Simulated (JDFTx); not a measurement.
Zr(1 1 -2 0) slab cut from bulk Zr (space group P6_3/mmc, indices of the conventional cell, lattice of the Materials Project entry mp-131, not re-optimised): 12 atoms in 6 planes, a 1x1 cell of 29.02 Å² (|a| = 5.172, |b| = 5.611 Å), 8.1 Å between the outermost planes, cell height 24.1 Å, 4×4×1 k mesh, Fermi smearing 0.01 Ha, no spin polarisation.

All numbers are PBE, GBRV ultrasoft potentials, plane waves to 20/100 Ha results from a modified build of JDFTx, not measurements. Vacuum. The outer atoms relax from bulk positions, keeping the cell's symmetry; the lattice is not PBE's own optimum in this code, and that strain can shift the moves by a few hundredths of an ångström. Input:

```
lattice \
  9.7740792563 0.0000000000 0.0000000000 \
  0.0000000000 10.6023284344 0.0000000000 \
  0.0000000000 0.0000000000 45.5423996035
coords-type Lattice
ion Zr 0.2500000000 0.1666666670 -0.1680098440 1
ion Zr 0.7500000000 0.8333333330 -0.1680098440 1
ion Zr 0.2500000000 0.6666666670 -0.1008059070 0
ion Zr 0.7500000000 0.3333333330 -0.1008059070 0
ion Zr 0.2500000000 0.1666666670 -0.0336019690 0
ion Zr 0.7500000000 0.8333333330 -0.0336019690 0
ion Zr 0.2500000000 0.6666666670 0.0336019690 0
ion Zr 0.7500000000 0.3333333330 0.0336019690 0
ion Zr 0.2500000000 0.1666666670 0.1008059070 0
ion Zr 0.7500000000 0.8333333330 0.1008059070 0
ion Zr 0.2500000000 0.6666666670 0.1680098440 1
ion Zr 0.7500000000 0.3333333330 0.1680098440 1
ion-species pseudo/zr_pbe_v1.upf
elec-cutoff 20 100
elec-ex-corr gga-PBE
coulomb-interaction Slab 001
coulomb-truncation-embed 0 0 0
kpoint-folding 4 4 1
elec-smearing Fermi 0.01
lcao-params 10
elec-n-bands 91
electronic-scf nIterations 100 energyDiffThreshold 1e-07
ionic-minimize nIterations 10 energyDiffThreshold 1e-5 knormThreshold 4e-4
dump-name vac.$VAR
dump End State Ecomponents EigStats BandEigs Forces ElecDensity IonicPositions Fillings Kpoints Dtot
```

Q: How far do the free atoms of the upper face move along the normal, and how much energy is released?

A: Zr (atom 11) -0.15 Å, Zr (atom 12) -0.15 Å (positive: outward). The free energy falls by 0.261 eV per cell, 72 mJ/m².
